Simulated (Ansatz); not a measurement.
# InTe2Pb: reading a single point

```
CELL_PARAMETERS angstrom
0.00000 6.61560 0.00000
6.61560 0.00000 0.00000
3.30780 3.30780 -6.46149
ATOMIC_POSITIONS crystal
In 0.50000 0.50000 0.00000
In 0.25000 0.75000 0.50000
Te 0.37500 0.38680 0.75000
Te 0.61320 0.12500 0.25000
Te 0.87500 0.86320 0.75000
Te 0.13680 0.62500 0.25000
Pb 0.00000 0.00000 0.00000
Pb 0.75000 0.25000 0.50000
```

Level: PBE, no spin polarisation; 420 eV; 6×6×6 Γ-centred mesh; fermi-dirac occupations (width 0.1161 eV); Ansatz 0.2.0, fixed geometry.

Task: Is there a gap?

Result: It is a metal, with about 5.4 states/eV a cell as the mean within 0.25 eV of the Fermi level, mostly Te p (28 %), In s (23 %) and Pb p (21 %).

Task: Is it stable against the elements?

Result: 0.14 eV an atom against the elements' usual phases (free molecules for gases, crystals otherwise, with no correction for O₂ or N₂), so at this geometry it isn't bound against them. Relaxing would lower it.

Task: What does the stress say?

Result: The pressure is 11.1 GPa (compression positive), so with the atoms held at these fractions the cell would first expand. The principal stresses 10.5, 11.5, 11.5 GPa differ, so its shape would change too.

Task: What do density and ELF say about some of the short contacts?

Result: In–Te at 2.80 Å: least valence density 0.35 e/Å³ and ELF 0.45 there. Te–Pb at 2.89 Å: least valence density 0.34 e/Å³ and ELF 0.36 there. Both are smooth PAW fields, read partly inside the augmentation spheres.

Task: Where is the largest force?

Result: The largest is on Te3 (and as large on other atoms): 0.79 eV/Å, components (0.79, 0.00, 0.00). It makes 56° with the line to a nearest neighbour, In1 at 2.80 Å.

Origin: a known structure type with other elements, at an estimated volume, so it need not be a known compound.
